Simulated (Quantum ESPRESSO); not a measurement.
```
CELL_PARAMETERS angstrom
      0.00000     3.70385     3.70385
      3.70385     0.00000     3.70385
      3.70385     3.70385     0.00000
ATOMIC_POSITIONS crystal
  S  0.00000 0.00000 0.00000
  K  0.75000 0.75000 0.75000
  K  0.25000 0.25000 0.25000
```

The PBEsol cell relaxed from Materials Project entry mp-1022 was given an isotropic strain of +1 % on all lattice vectors, and the atoms were relaxed again.

Q: What does PBEsol (Quantum ESPRESSO, PseudoDojo norm-conserving, 74 Ry, scalar-relativistic) give for the electronic structure near the Fermi level?

A: The PBEsol gap is indirect, 2.28 eV, from X to Γ; the smallest direct gap is 2.48 eV. Another valence extremum on the path lies within 0.02 eV, too close to call.
